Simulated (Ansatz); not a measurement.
TaGaNi6:
```
CELL_PARAMETERS angstrom
      3.59853     0.00000     0.00000
      0.00000     3.59853     0.00000
      0.00000     0.00000     7.10818
ATOMIC_POSITIONS crystal
  Ta 0.00000 0.00000 0.50000
  Ga 0.00000 0.00000 0.00000
  Ni 0.50000 0.50000 0.00000
  Ni 0.50000 0.50000 0.50000
  Ni 0.50000 0.00000 0.24663
  Ni 0.50000 0.00000 0.75337
  Ni 0.00000 0.50000 0.24663
  Ni 0.00000 0.50000 0.75337
```

Relaxed with r²SCAN. Special points in fractions of this cell's reciprocal vectors: Γ (0.000, 0.000, 0.000); X (0.000, 0.500, 0.000); M (0.500, 0.500, 0.000); Z (0.000, 0.000, 0.500); R (0.000, 0.500, 0.500); A (0.500, 0.500, 0.500).

**Question.** List the band energies nearest the Fermi level at these points for r²SCAN in the plane-wave PAW code Ansatz.

**Answer.** In eV from the Fermi level; about four levels below and three above (degenerate sets whole), none deeper than 8.9 eV; points with the same levels are listed once.

| k | below | above |
|---|---|---|
| Γ | -0.24 -0.24 -0.16 -0.16 | 1.11 1.11 1.46 |
| X | -1.22 -1.11 -0.81 -0.14 | 0.64 0.83 0.90 |
| M | -0.73 -0.44 -0.44 -0.39 | 0.98 0.98 1.23 1.23 |
| Z | -0.77 -0.53 -0.24 -0.24 | 0.55 0.55 1.48 |
| R | -1.06 -1.06 -0.76 -0.63 | 0.59 0.80 0.82 |
| A | -0.88 -0.79 -0.61 -0.57 | 0.04 0.04 0.92 0.92 |

Space group P4/mmm. The workflow started from a Materials Project entry (that database holds measured and hypothetical structures alike); the Crystallography Open Database copy checked does not list it. With Ta and Ga taken as one species the cell has the higher symmetry Pm-3m, so it may be an ordered model of a mixed-site phase. Whether it is the stable phase at ambient conditions was not checked. Symmetry was held in the r²SCAN relaxation; whether a distortion lowers the energy is not shown. The run is not spin-polarised. Scalar-relativistic: spin–orbit coupling is off unless named, which matters more the heavier the elements.

Potentials: the later of the program's two PAW sets.
